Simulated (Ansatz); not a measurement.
## ReP (rocksalt structure)

Level of theory: DFT, PBEsol, scalar-relativistic, no spin polarisation; plane waves to 420 eV with PAW datasets (Ansatz 0.2.0), Γ-centred 12×12×12 mesh, 0.05 eV Gaussian smearing. The datasets are Ansatz's generated set soft_2.

```xyz
2
Lattice="0.0000 2.4341 2.4341 2.4341 0.0000 2.4341 2.4341 2.4341 0.0000" Properties=species:S:1:pos:R:3 pbc="T T T"
Re    2.4341    2.4341    2.4341
P     0.0000    0.0000    0.0000
```

The start was a prototype's sites filled with these elements, not a measured cell.

The cell has space group Fm-3m (read at 0.01 Å). In it the stress is 0.00, 0.00, 0.00, 0.00, 0.00, 0.00 GPa and the largest force component 0.000 eV/Å. Each change below starts from this cell, without further relaxation. Stress is in GPa, positive in compression, in the order xx, yy, zz, yz, xz, xy; energies are counted from the cell above and are free energies with the smearing's entropy, which match forces and stress in a metal.

Q: What happens when atom 2 (P) is moved by 0.08 Å along z?

A: The energy changes by 2.4 meV per cell, and the force on it along the shift is -0.083 eV/Å (−F/u = 1.04 eV/Å²). Stress: -0.47, -0.47, 2.94, 0.00, 0.00, 0.00.
```
atom  Fx (eV/Å)     Fy      Fz
 Re1      0.000  0.000   0.083
  P2      0.000  0.000  -0.083
```
In a harmonic crystal the energy would rise by −½F·u = ½ × 1.04 × 0.08² eV = 3.3 meV, so the response isn't harmonic at this size, the electronic state shifts or, in a metal, the mesh is too coarse for so small an energy.

Q: What stress follows from an engineering strain of 3 % in xy, atoms carried along?

A: 0.02, 0.02, -0.21, 0.00, 0.00, 3.45 GPa; the energy changes by -10.0 meV per cell.
The stress changes with the wrong sign for a stable crystal (a clamped-atom constant of about -115 GPa), so the cell is unstable against this strain on this mesh; in a metal a finer mesh can change the sign.

Spin–orbit coupling, which matters for such heavy elements, is left out. A displaced or strained copy of the relaxed cell lay 5.1 meV/atom lower, so the structure isn't a true minimum at this level, unless the mesh, which matters in a metal, makes it so.
